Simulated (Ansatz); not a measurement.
V3Si (A15, Cr3Si type)

```
V3Si
1.0
    4.64951     0.00000     0.00000
    0.00000     4.64951     0.00000
    0.00000     0.00000     4.64951
V Si
6 2
Direct
  0.25000   0.00000   0.50000
  0.75000   0.00000   0.50000
  0.00000   0.50000   0.25000
  0.00000   0.50000   0.75000
  0.50000   0.25000   0.00000
  0.50000   0.75000   0.00000
  0.00000   0.00000   0.00000
  0.50000   0.50000   0.50000
```

The slice is a {100} plane (indices of the conventional cell) through the point (0.750, 0.000, 0.500) (fractional), spanned by u = [100] and v = [010] in vectors of this cell: u (4.65 Å) and v (4.65 Å, at 90° to u). It covers one period; positions are fractions (u, v).

The numbers are results of PBEsol (plane waves to 420 eV, PAW, scalar-relativistic; Ansatz, a program for electronic structure), not measurements. k mesh 10×10×10. Inside the PAW spheres the values are not all-electron values, and peaks at nuclei hang on which shells count as valence. V3Si is run without spin polarisation. V3Si was relaxed with its symmetry unable to fall.

**Question.** What is the valence density on the shortest V–V line in this plane (2.32 Å), at its midpoint?

**Answer.** 0.47 e/Å³.

**Question.** What is the ELF at the midpoint of the shortest V–V line in this plane (2.32 Å)?

**Answer.** 0.24.

**Question.** Sketch the electron localisation function (ELF) on this plane as a map.

**Answer.** 
| v \ u | 0.00 | 0.11 | 0.21 | 0.32 | 0.43 | 0.54 | 0.64 | 0.75 | 0.86 | 0.96 |
|---|---|---|---|---|---|---|---|---|---|---|
| 0.96 | x | 0.71 | 0.23 | 0.32 | x | x | 0.55 | 0.24 | 0.55 | x |
| 0.86 | 0.55 | 0.25 | 0.29 | 0.19 | 0.39 | 0.51 | 0.14 | 0.31 | 0.14 | 0.51 |
| 0.75 | 0.18 | 0.31 | 0.54 | 0.48 | 0.24 | 0.19 | 0.42 | 0.64 | 0.42 | 0.19 |
| 0.64 | 0.61 | 0.45 | 0.36 | 0.38 | 0.49 | 0.66 | 0.64 | 0.50 | 0.64 | 0.66 |
| 0.54 | 0.64 | 0.32 | 0.24 | 0.25 | 0.41 | 0.70 | 0.32 | x | 0.32 | 0.70 |
| 0.43 | 0.64 | 0.35 | 0.26 | 0.27 | 0.44 | 0.70 | 0.41 | x | 0.41 | 0.70 |
| 0.32 | 0.52 | 0.47 | 0.45 | 0.46 | 0.48 | 0.56 | 0.66 | 0.66 | 0.66 | 0.56 |
| 0.21 | 0.12 | 0.17 | 0.49 | 0.39 | 0.14 | 0.11 | 0.23 | 0.53 | 0.23 | 0.11 |
| 0.11 | x | 0.45 | 0.24 | 0.19 | 0.62 | 0.72 | 0.26 | 0.26 | 0.26 | 0.72 |
| 0.00 | x | x | 0.23 | 0.35 | x | x | 0.58 | 0.24 | 0.58 | x |

Values: electron localisation function (ELF). Points within 0.5 Å of a nucleus are blanked (x), as the pseudised field means little there.
